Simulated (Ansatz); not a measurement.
Trial structure of ReS3, not yet relaxed:

```cif
data_structure
_symmetry_space_group_name_H-M 'I4/mmm'
_symmetry_Int_Tables_number 139
_cell_length_a 4.4862
_cell_length_b 4.4862
_cell_length_c 8.8371
_cell_angle_alpha 90.000
_cell_angle_beta 90.000
_cell_angle_gamma 90.000
_cell_volume 177.85
loop_
_atom_site_label
_atom_site_type_symbol
_atom_site_symmetry_multiplicity
_atom_site_Wyckoff_symbol
_atom_site_fract_x
_atom_site_fract_y
_atom_site_fract_z
_atom_site_occupancy
Re1 Re 2 a 0.00000 0.00000 0.00000 1
S1 S 4 d 0.00000 0.50000 0.25000 1
S2 S 2 b 0.50000 0.50000 0.00000 1
```

Method: DFT PBE, scalar-relativistic, plane waves, PAW in Ansatz. Cutoff 420 eV; k points 6×6×6 on the computed 4-atom cell (Γ-centred); Gaussian smearing, width 0.10 eV; collinear spin from starting moments 1.0 0.0 0.0 0.0 μB.

Energies over the elements count from the elements' standard structures at the same level, with no fitted energy shifts.

**Question.** Estimate its pressure, forces and energy as it stands.

**Answer.** The pressure is -18.3 GPa (the mean over three directions, positive in compression), the largest force is 0.00 eV/Å (symmetry fixes the atoms), and the energy is +1.79 eV/atom against the elements. The shortest distance is 3.15 Å.

**Question.** Is it a good guess?

**Answer.** A poor one: relaxing gains about 1.0 eV/atom (the start's value is from the coarse mesh, so the gain is rough) in 12 ionic steps and ends at +0.79 eV/atom on the finer mesh. The symmetry stays I4/mmm (No. 139). The volume per atom shrinks by 36.6 %, from 22.2 to 14.1 Å³. The shortest distance goes from 3.15 Å (Re–S and S–S) to 2.65 Å (Re–S and S–S). The ratio c/a of the conventional cell changes by a factor of 0.82. Conventional cell: a = 4.125 Å, c = 6.625 Å. Re is surrounded by 8 S at 2.65 Å, 4 S at 2.92 Å and 2 S at 3.31 Å; S on a site of symmetry -4m2 is surrounded by 4 Re at 2.65 Å, 4 S at 2.65 Å, 4 S at 2.92 Å and 2 S at 3.31 Å; S on a site of symmetry 4/mmm is surrounded by 8 S at 2.65 Å, 4 Re at 2.92 Å and 2 Re at 3.31 Å.

The last run used a 16×16×16 mesh for its 4-atom cell and Gaussian smearing of 0.10 eV. Spin–orbit coupling, which can matter for Re, is left out. An odd number of electrons in the primitive cell allows no gap without spin; a larger cell or a magnetic state could open one. The reference form of S is held partly by dispersion forces, which this level lacks. The relaxation can't lower the symmetry of the start, and the grade says only how near the guess is to its own end. A structure relaxed within its symmetry needn't be a true minimum. Another cell of ReS3 relaxed alike, in P6_3/mmc, lies 0.90 eV/atom lower, so this cell isn't the stable form at this level.
